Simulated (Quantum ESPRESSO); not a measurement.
# Fitting the PBEsol energy curve of Pt

```xyz
1
Lattice="0.0000 1.9700 1.9700 1.9700 0.0000 1.9700 1.9700 1.9700 0.0000" Properties=species:S:1:pos:R:3 pbc="T T T"
Pt    0.0000    0.0000    0.0000
```

The cell was scaled at fixed shape and fractions and run with Quantum ESPRESSO, GBRV 1.5 PBEsol, cutoff 612 eV; PBEsol, k mesh 20 × 20 × 20 on the cell of 1 atom, methfessel-paxton occupations of 0.2 eV, no spin polarisation, no spin-orbit coupling. Energies are those that the program minimises, any entropy of the smearing included. For a metal such a mesh isn't converged to the digits shown.

| V (Å³/atom) | energy over the lowest row (meV/atom) |
| --- | --- |
| 14.3733 | 26.05 |
| 14.6791 | 6.56 |
| 14.9849 | 0.00 |
| 15.2907 | ? |
| 15.5966 | 19.60 |
| 15.9024 | 43.14 |
| 16.2082 | 74.33 |

**Question.** Fit the third-order Birch-Murnaghan form, give V0, B0 and B′, and predict the energy left open.

**Answer.** With y = (V0/V)^(2/3), E = E0 + (9 V0 B0/16) [(y - 1)³ B′ + (y - 1)² (6 - 4y)]. Least squares through the rows shown give V0 = 15.0018 Å³/atom, E0 = -0.01 meV, B0 = 289.6 GPa (1 eV/Å³ = 160.218 GPa) and B′ = 5.39, with a largest miss of 0.02 meV. At V = 15.2907 the form with these constants gives 4.82 meV; the run gave 4.79 meV an atom.
